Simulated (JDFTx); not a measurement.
```yaml
surface: TiAl(001), Ti outermost, slab composition Ti2Al
bulk: TiAl, P4/mmm, lattice of mp-1953 (not re-optimised)
slab: 3 atoms in 3 planes, 1x1, 3.9 Å between the outermost planes
in-plane cell: 2.811 × 2.811 Å, 7.90 Å²
cell_height: 20.1 Å
sampling: 8×8×1 k mesh, Fermi smearing 0.01 Ha, no spin polarisation
```

Whether this polymorph is the ambient one wasn't checked. Neither spin polarisation nor a larger cell was tried.

All numbers are PBE, GBRV ultrasoft potentials, plane waves to 20/100 Ha results from a modified build of JDFTx, not measurements. Liquid on both sides: CANDLE, acetonitrile, 1 M NaF; nuclei fixed. On the negative side CANDLE's cavity feels the periodic box, so those points shift with the cell height.

Charging data:

```tsv
U − U_pzc (V)	σ (μC/cm²)
-0.29	-3.99
0.00	0.00
0.31	7.37
```

Working it through: a check of Lippmann's equation. The grand free energy per area against the neutral slab, Δγ = [F(N) − F(N₀) − μ(N − N₀)]/2A, is taken from the total energies of the same runs.

```json
[
 {"U − U_pzc (V)": "-0.29", "Δγ (mJ/m²)": "-6.4"},
 {"U − U_pzc (V)": "0.00", "Δγ (mJ/m²)": "0.0"},
 {"U − U_pzc (V)": "0.31", "Δγ (mJ/m²)": "-10.5"}
]
```

Δγ is largest at zero charge and falls away from it, as dγ/dU = −σ demands. At 0.31 V the computed -10.5 mJ/m² stands beside -11.4 mJ/m² from the constant-capacitance formula.
